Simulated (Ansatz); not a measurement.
The slice is one period of a {100} plane through atoms; its size isn't given.

Level of theory: PBEsol (plane waves to 420 eV, PAW, scalar-relativistic; Ansatz, a quantum-chemistry and plane-wave program). Near the nuclei the fields are pseudised (PAW); where an atom keeps semicore shells as valence, they peak there.

```
|@@@%%#*+=---------------=+*#%%@@|
|@@@%#*+==---------------==+*#%@@|
|@%%%#*+==----:::::::----==+*#%%%|
|%%##*+==---:::::::::::---==+*##%|
|##**++=---:::::::::::::---=++**#|
|**++===--:::::::::::::::--===++*|
|++===---:::::::::::::::::---===+|
|====---:::::.........:::::---===|
|------::::.............::::-----|
|-----::::...............::::----|
|----:::::.....     .....:::::---|
|----::::....         ....::::---|
|---:::::....         ....:::::--|
|---:::::...           ...:::::--|
|---:::::...           ...:::::--|
|---:::::...           ...:::::--|
|---:::::...           ...:::::--|
|---:::::...           ...:::::--|
|---:::::....         ....:::::--|
|----::::....         ....::::---|
|----:::::.....     .....:::::---|
|-----::::...............::::----|
|------::::.............::::-----|
|====---:::::.........:::::---===|
|++===---:::::::::::::::::---===+|
|**++===--:::::::::::::::--===++*|
|##**++=---:::::::::::::---=++**#|
|%%##*+==---:::::::::::---==+*##%|
|@%%%#*+==----:::::::----==+*#%%%|
|@@@%#*+==---------------==+*#%@@|
|@@@%%#*+=---------------=+*#%%@@|
|@@@@%#*+=---------------=+*#%@@@|
```
Scale: ten equal steps from -2.05 (start of ' ') to 1.42 (end of '@'), in the order ' .:-=+*#%@'. Values: log₁₀ of the valence density in e/Å³. The map has 32 points along u (one character each, u = 0 at the left) and 32 along v (v = 0 in the bottom row). The scale is logarithmic, as a density can span decades between atoms and voids.

```
|xxxx9753333567889887653333579xxx|
|xxx986532334678888876433235689xx|
|xx98764323345678887654332346789x|
|99876533233456677766543323356789|
|77665432233345566655433322345667|
|55543322222334444444332222233455|
|33333222222222333332222222223333|
|33222222221111222221111222222223|
|33333322211111111111111122233333|
|33333322111000000000001112233333|
|55444332110000000000000112334445|
|66655432110000000000000112345566|
|77766542110000000000000112456677|
|88876543210000000000000123456788|
|98887643210000000000000123467888|
|99887643210000000000000123467889|
|98887643210000000000000123467888|
|88876543210000000000000123456788|
|77766542110000000000000112456677|
|66655432110000000000000112345566|
|55444332110000000000000112334445|
|33333322111000000000001112233333|
|33333322211111111111111122233333|
|33222222221111222221111222222223|
|33333222222222333332222222223333|
|55543322222334444444332222233455|
|77665432233345566655433322345667|
|99876533233456677766543323356789|
|xx98764323345678887654332346789x|
|xxx986532334678888876433235689xx|
|xxxx9753333567889887653333579xxx|
|xxxx9753333567899987653333579xxx|
```
Scale: ten equal steps from 0.01 (start of '0') to 0.57 (end of '9'), in the order '0123456789'. Values: electron localisation function (ELF). The map has 32 points along u (one character each, u = 0 at the left) and 32 along v (v = 0 in the bottom row). Points within 0.5 Å of a nucleus are blanked (x), as the pseudised field means little there.

Task: Which relaxed crystal do these maps come from?
A) CdTe (zinc blende)
B) GaSb (zinc blende)
C) AlAs (zinc blende)

Result: A, CdTe (zinc blende). Atoms on the slice: Cd at (0.00, 0.00)

All were relaxed with their symmetry unable to fall. At this level the bands of GaSb touch or barely overlap; measurements give the solid a gap. Spin-orbit coupling is left out.
